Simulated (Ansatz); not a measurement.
Input:

Cr$_{2}$C:
```
Cr2C
1.0
    2.81271     0.00000     0.00000
   -1.40635     2.43588     0.00000
    0.00000     0.00000     4.23014
Cr C
2 1
Direct
  0.66667   0.33333   0.24736
  0.33333   0.66667   0.75264
  0.00000   0.00000   0.50000
```

This is the r²SCAN-relaxed structure.

Problem. All from r²SCAN (plane waves, PAW; program Ansatz), unless another level is named. Estimate the highest zone-centre frequency.

Solution. 693 cm⁻¹.

Problem. Give the bulk modulus (Birch–Murnaghan fit).

Solution. 268 GPa.

Space group P-3m1. The first step of the workflow began from a Materials Project structure, measured or hypothetical; the Crystallography Open Database copy checked does not list it. Whether it is the stable phase at ambient conditions was not checked. The r²SCAN relaxation kept the symmetry of its start; of distortions, only those at the zone centre were tested. The run is not spin-polarised. As this level gives no gap, phonon frequencies hold no LO–TO term and depend on the k-mesh and smearing (Fermi–Dirac, 0.1 eV here). On the denser mesh and wider smearing of the elastic run this cell carries a stress of 0.6 GPa.

Potentials: the later of the program's two PAW sets.
